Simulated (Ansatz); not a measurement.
Input and command of a plane-wave DFT calculation in Ansatz:

```yaml
crystal:
  lattice:
    - [2.9193980238, 0.0, 0.0]
    - [-1.4596990119, 2.5282728524, 0.0]
    - [0.0, 0.0, 4.713]
  atoms:
    - { symbol: Ti, position: [0.6666666667, 0.3333333333, 0.27874] }
    - { symbol: Ti, position: [0.3333333333, 0.6666666667, 0.72126] }
    - { symbol: O, position: [0.0, 0.0, 0.0] }
basis:
  ecutwfc: 420
kpoints:
  mp_grid: { grid: [18, 18, 10] }
hamiltonian:
  xc: pbesol
scf:
  occupations: { method: gaussian, width: 0.1 }
output:
  forces: true
  stress: true
  eigenvalues: true
relax:
  adjacent_minimum: "off"
  f_tol: 0.01
  max_steps: 40
```

```bash
ansatz run input.yaml --threads 1 --pin off --max-ram 2560MiB --backend cpu --events-out ev --progress --plain --runs-dir out
```

Processor: AMD EPYC 7R13 Processor (Zen 3), 1 thread, on a host shared with other jobs.

**Question.** How long does it run, and how much memory does it take?

**Answer.** About 33 s on 1 thread of AMD EPYC 7R13 Processor (Zen 3) (shared host), peak memory 0.52 GiB. It solves 19 bands at 330 k points (the mesh reduced by the symmetry that the task leaves, which can be less than the crystal's) with about 687 plane waves, in 24 SCF iterations over 4 ionic steps.
